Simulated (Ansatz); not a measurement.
Density of states of a Sn$_{4}$P$_{11}$ cell (a random packing after short dynamics, relaxed), per eV and atom, broadened by Gaussian smearing of width 0.1 eV and averaged over bins of 0.4 eV, from 8 eV under the Fermi level at most up to where the solved bands end.

Computed with Ansatz, DFT PBE, scalar-relativistic, plane waves, PAW.

Cutoff 420 eV; k points 5×5×5 on the computed 15-atom cell (Γ-centred); Gaussian smearing, width 0.10 eV; no spin polarisation.

```
CELL_PARAMETERS angstrom
6.85788 0.34659 0.14760
0.34801 7.19208 -0.53573
0.11783 -0.53000 7.17958
ATOMIC_POSITIONS crystal
Sn 0.83513 0.60920 0.28056
Sn 0.24370 0.09188 0.64656
Sn 0.68906 0.09490 0.57602
Sn 0.36765 0.42364 0.95801
P 0.39653 0.68912 0.25683
P 0.39619 0.47189 0.44296
P 0.98024 0.60872 0.77798
P 0.74277 0.29335 0.90591
P 0.08737 0.40596 0.49841
P 0.10887 0.09252 0.17630
P 0.42725 0.66068 0.71182
P 0.08079 0.90451 0.89035
P 0.11482 0.86618 0.35489
P 0.81168 0.04580 0.05052
P 0.72354 0.73828 0.64754
```

```
E − E_F (eV) total P 3p Sn 5p P 3s Sn 5s
       -7.85  0.274  0.092  0.019  0.089  0.072
       -7.45  0.274  0.093  0.017  0.075  0.086
       -7.05  0.325  0.118  0.018  0.056  0.132
       -6.65  0.293  0.120  0.015  0.054  0.101
       -6.25  0.236  0.123  0.016  0.032  0.063
       -5.85  0.292  0.199  0.022  0.029  0.038
       -5.45  0.321  0.241  0.031  0.027  0.018
       -5.05  0.444  0.325  0.049  0.034  0.031
       -4.65  0.513  0.383  0.056  0.038  0.030
       -4.25  0.476  0.347  0.056  0.040  0.026
       -3.85  0.526  0.378  0.071  0.041  0.029
       -3.45  0.523  0.378  0.070  0.041  0.025
       -3.05  0.573  0.410  0.090  0.041  0.023
       -2.65  0.643  0.452  0.114  0.043  0.023
       -2.25  0.589  0.401  0.112  0.039  0.025
       -1.85  0.500  0.331  0.100  0.033  0.025
       -1.45  0.423  0.268  0.093  0.029  0.022
       -1.05  0.440  0.263  0.098  0.035  0.031
       -0.65  0.433  0.252  0.099  0.034  0.034
       -0.25  0.209  0.131  0.036  0.019  0.013
        0.15  0.214  0.118  0.047  0.028  0.008
        0.55  0.390  0.162  0.134  0.047  0.019
        0.95  0.526  0.227  0.175  0.061  0.021
        1.35  0.493  0.222  0.153  0.055  0.015
```

The columns after the total are the largest Löwdin projections on the valence shells of the potentials, so they needn't add up, and the weight of a shell that a potential lacks goes to other orbitals. The cell has no gap on the mesh.

Cost: 2 runs of about 13 core-minutes in all (earlier runs that led there not counted), on Arm Neoverse V1 (shared hosts).